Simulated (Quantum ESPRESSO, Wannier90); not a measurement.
WO$_{3}$ (P4/nmm): Wannier90 run

```xyz
8
Lattice="5.3250 0.0000 0.0000 0.0000 5.3250 0.0000 0.0000 0.0000 3.9445" Properties=species:S:1:pos:R:3 pbc="T T T"
W      2.6625     0.0000    -0.2571
W      0.0000     2.6625     0.2571
O      2.6625     0.0000     1.9296
O      0.0000     2.6625    -1.9296
O      1.3313     1.3313     0.0000
O      1.3313    -1.3313     0.0000
O     -1.3313    -1.3313     0.0000
O     -1.3313     1.3313     0.0000
```

Structure: Materials Project mp-19443, symmetrised, not relaxed again. COD (Crystallography Open Database) has the formula in 6 space groups, this one among them (matched by group alone). Computed values, not measurements, from PBEsol: Quantum ESPRESSO (norm-conserving PseudoDojo potentials, cutoff 68 Ry, no spin polarisation, no spin-orbit coupling) on a Γ-centred 6×6×6 mesh, then Wannier90. Density: 6×6×8 mesh, Gaussian smearing 0.01 Ry. Spin-orbit coupling is left out although heavy elements are present.

A tight-binding model is made by disentanglement and projection with no localisation steps (num_iter = 0), so the 28 orbitals stay atom-like: hydrogen-like W: d; O: p, axes along x, y, z; frozen window up to 2.07 eV relative to the valence-band maximum. It follows pw.x to 0.5 meV rms for states up to 1.6 eV relative to the valence-band maximum. Matrix elements depend on this choice of orbitals and windows.

Question: Which pairs of orbitals on different sites are coupled most strongly? Give distance, modulus and how many such pairs a cell has.

Answer: 
| orbital | orbital | distance of the centres (Å) | modulus (eV) | pairs |
|---|---|---|---|---|
| O pz | W dz2 | 1.89 | 4.13 | 2 |
| O pz | W dz2 | 2.06 | 2.70 | 2 |
| O px | W dxz | 1.74 | 2.48 | 2 |
| O py | W dyz | 1.74 | 2.48 | 2 |
| O px | W dxy | 1.90 | 2.18 | 8 |
| O py | W dxy | 1.90 | 2.18 | 8 |
| O py | W dx2-y2 | 1.90 | 1.24 | 8 |
| O px | W dx2-y2 | 1.90 | 1.24 | 8 |
| O pz | W dxz | 1.90 | 1.15 | 8 |
| O pz | W dyz | 1.90 | 1.15 | 8 |
| O px | W dz2 | 1.89 | 1.13 | 8 |
| O py | W dz2 | 1.89 | 1.13 | 8 |
| O py | W dyz | 2.20 | 0.88 | 2 |
| O px | W dxz | 2.20 | 0.88 | 2 |
| O pz | W dz2 | 1.89 | 0.77 | 8 |
| O pz | W dxy | 1.90 | 0.70 | 8 |
| O py | O py | 2.66 | 0.64 | 4 |
| O px | O px | 2.66 | 0.64 | 4 |
| O py | W dxz | 1.90 | 0.57 | 8 |
| O px | W dyz | 1.90 | 0.57 | 8 |
| O px | W dxz | 1.90 | 0.40 | 8 |
| O py | W dyz | 1.90 | 0.40 | 8 |
| O px | O pz | 2.66 | 0.38 | 8 |
| O py | O pz | 2.66 | 0.38 | 8 |
| O py | O pz | 2.79 | 0.38 | 8 |
| O px | O pz | 2.79 | 0.38 | 8 |
| O px | O pz | 2.70 | 0.24 | 8 |
| O py | O pz | 2.70 | 0.24 | 8 |
| O px | O px | 2.66 | 0.23 | 4 |
| O py | O py | 2.66 | 0.23 | 4 |
